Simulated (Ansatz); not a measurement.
TaS2:
```
TaS2
1.0
    1.64573     0.95016    11.65810
   -1.64573     0.95016    11.65810
    0.00000    -1.90032    11.65810
Ta S
2 4
Cartesian
  0.00000   0.00000   2.85303
  0.00000   0.00000  32.12128
  0.00000   0.00000   7.26753
  0.00000   0.00000  27.70677
  0.00000   0.00000  12.97628
  0.00000   0.00000  21.99803
```

Relaxed with LDA. Special points in fractions of this cell's reciprocal vectors: Γ (0.000, 0.000, 0.000); T (0.500, 0.500, 0.500); H2 (0.829, 0.171, 0.500); H0 (0.500, -0.171, 0.171); L (0.500, 0.000, 0.000); S0 (0.336, -0.336, 0.000); S2 (0.664, 0.000, 0.336); F (0.500, 0.000, 0.500).

**Question.** List the band energies nearest the Fermi level at these points for DFT-LDA in the program Ansatz with PAW potentials.

**Answer.** In eV from the Fermi level; about four levels below and three above (degenerate sets whole), none deeper than 8.9 eV; points with the same levels are listed once.

```tsv
k	below	above
Γ	-0.64 -0.64 -0.43 -0.43 -0.10	0.18 0.18 0.19 0.19
T	-0.56 -0.56 -0.51 -0.51	0.16 0.16 0.21 0.21
H2	-3.63 -3.61 -3.30 -3.01	1.30 1.45 1.60
L	-1.85 -1.75 -1.52 -0.95	2.79 2.79 3.36
S0	-3.63 -3.62 -3.28 -3.02	1.29 1.48 1.58
F	-2.02 -1.59 -1.17 -1.09	2.79 2.79 3.34
```

Space group R-3m. The first step of the workflow began from a Materials Project structure, measured or hypothetical; the Crystallography Open Database files this formula in space group No. 166, but the cells were not matched. Its standing as an ambient phase is unchecked. The LDA relaxation kept the symmetry of its start; its stability against distortions is not shown here. No spin polarisation was allowed. A crystal of weakly bound layers computed without a dispersion correction: the cell and the soft elastic constants depend strongly on that. Spin–orbit coupling is left out wherever it is not named.

Potentials: the later of the program's two PAW sets.
